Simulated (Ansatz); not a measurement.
Zr, DFT, PBE, all-electron LAPW, Dirac equation with spin-orbit coupling (Ansatz 0.2.0), on 1 thread of Intel(R) Xeon(R) Platinum 8375C CPU @ 2.90GHz (Ice Lake) (shared host).

Command: `ansatz run input.yaml --threads 1 --pin off --max-ram 3072MiB --backend cpu --events-out ev --progress --plain --runs-dir out`

```yaml
crystal:
  lattice:
    - [3.2326073642, 0.0, 0.0]
    - [-1.6163036821, 2.7995200978, 0.0]
    - [0.0, 0.0, 5.1695837248]
  atoms:
    - { symbol: Zr, position: [0.3333333333, 0.6666666667, 0.25] }
    - { symbol: Zr, position: [0.6666666667, 0.3333333333, 0.75] }
kpoints:
  mp_grid: { grid: [18, 18, 10] }
scf:
  occupations: { method: fermi_dirac, width: 0.05 }
hamiltonian:
  xc: pbe
  pseudopotentials: { kind: all_electron, lapw: { basis_error: 0.0005 } }
output:
  forces: true
  stress: true
  eigenvalues: true
magnetization:
  noncollinear: true
  spin_orbit: true
```

Task: How large is the problem that the program sets up?

Result: 222 irreducible k-points, 287 plane waves at Γ, 54 bands.

Task: About how long does it take, and how much memory?

Result: 7.9 min of wall time for 8 SCF iterations, with a peak of 1.4 GiB. Times on shared machines scatter by tens of per cent.
